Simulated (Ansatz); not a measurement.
An element in the fcc structure gives these cold pressures by all-electron LAPW under PBEsol (Ansatz 0.2.0, scalar-relativistic, no spin polarisation).

```tsv
V (Å³/atom)	P (GPa)
71.32	0.00
64.19	0.47
57.06	1.23
49.93	2.52
42.79	4.78
35.66	8.83
28.53	16.28
```

**Question.** Which element is it?

**Answer.** K. Its zero-pressure volume in this structure is near 71.3 Å³/atom; the volume and the steepness of P(V) together point to it, though neighbours can come close. Other candidates weren't computed, and some may come near.
